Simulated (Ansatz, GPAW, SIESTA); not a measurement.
InSb3: programs and potentials compared

```xyz
4
Lattice="0.0000 3.7946 3.7946 3.7946 0.0000 3.7946 3.7946 3.7946 0.0000" Properties=species:S:1:pos:R:3 pbc="T T T"
Sb    3.7946    3.7946    3.7946
Sb    5.6918    5.6918    5.6918
Sb    1.8973    1.8973    1.8973
In    0.0000    0.0000    0.0000
```

The cell comes from a database or a generator and needn't be the stable form of this composition.

Alike in all runs: task band structure; functional PBE; k mesh 6 × 6 × 6; occupations fermi-dirac, width 0.05 eV; no spin polarisation; no spin-orbit coupling. Pressure is positive in compression and, in plane waves, holds the error of the finite cutoff.

```
                                                                                   program and potentials  plane-wave cutoff (eV)         notes  pressure (GPa)
                                                               GPAW, GPAW PAW data sets (gpaw-data 1.2.1)                     600             -           -0.49
                                                           Ansatz, all-electron LAPW, scalar-relativistic                       -             -           -0.17
SIESTA, files PseudoDojo sr-pbe-0.4.1-standard, DZP (energy shift 0.003 Ry; two zetas on semicore shells)                       -  atomic basis            1.29
```

The pressure spans -0.49 (GPAW, GPAW PAW data sets (gpaw-data 1.2.1)) to 1.29 GPa (SIESTA, files PseudoDojo sr-pbe-0.4.1-standard, DZP (energy shift 0.003 Ry; two zetas on semicore shells)), with all-electron results at -0.17. Rows in atomic bases carry the error of their basis and grid, which can be large.

Differences between rows come from potentials, basis sets and numerical settings, since the functional is the same but for its coding. Runs on potential files found faulty are left out.
